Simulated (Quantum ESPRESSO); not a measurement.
# Al2ZnGeN4: convergence and cost over cutoff and k mesh

A calculation, not a measurement. The program is pw.x of Quantum ESPRESSO 7.5 (plane-wave density functional theory). The cell is made up: 8 atoms on a zincblende/diamond lattice, with randomly drawn elements, strain and displacements, not relaxed. PseudoDojo standard norm-conserving files (v0.5 for PBE, v0.4.1 for LDA and PBEsol) set the functional; there is no spin polarisation, spin-orbit coupling or dispersion term, and the masses in the input are unused placeholders.

Input of the run in row 2:

```
&control calculation='scf', pseudo_dir='./dojo.nc.sr.pbe.v0_5.standard.upf', outdir='./o', disk_io='low', tprnfor=.true., tstress=.true. /
&system ibrav=0, nat=8, ntyp=4, nbnd=36, ecutwfc=84.00895049, nosym=.true., tot_charge=0,
 occupations='smearing', smearing='fd', degauss=0.0018374661
/
&electrons conv_thr=7.350e-09, electron_maxstep=60, /
ATOMIC_SPECIES
Al 1.0 Al.upf
Ge 1.0 Ge.upf
N 1.0 N.upf
Zn 1.0 Zn.upf
CELL_PARAMETERS angstrom
4.4023 0.0502 0.0607
0.0502 4.4041 -0.0016
0.0607 -0.0016 4.3893
ATOMIC_POSITIONS angstrom
Al -0.0153 0.0862 0.0181
Zn 0.0769 2.1522 2.2537
Ge 2.192 0.0625 2.1396
Al 2.1729 2.1738 0.1361
N 1.1157 1.2252 1.0338
N 1.2185 3.3158 3.2874
N 3.3501 1.0968 3.3151
N 3.3356 3.4591 1.1949
K_POINTS automatic
4 4 4 1 1 1
```

The same cell was run at these settings. Meshes are shifted by half a step, and differences are from the last row, which is itself not exact.

| cutoff (eV) | k mesh | k points solved | threshold (eV) | free energy less the last row's (eV) | pressure (GPa) | largest stress difference (GPa) | largest force difference (eV/Å) | iterations | wall time (s) | k-point pools | processor |
| --- | --- | --- | --- | --- | --- | --- | --- | --- | --- | --- | --- |
| 800 | 2 x 2 x 2 | 4 | 1e-04 | 2.426 | -26.18 | 39.42 | 0.088 | 9 | 14 | 4 | Intel Xeon, older |
| 1143 | 4 x 4 x 4 | 32 | 1e-07 | 0.003 | 13.11 | 0.01 | 0.001 | 13 | 62 | 4 | Intel Xeon, older |
| 1437 | 6 x 6 x 6 | 108 | 1e-07 | 0.000 | 13.09 | 0.00 | 0.000 | 13 | 314 | 4 | Intel Xeon, older |

Each pool is one process. Wall times include start-up and a band step at six k points, which weighs most on the coarsest meshes. The runs were on shared virtual cores whose load varied, so times are rough.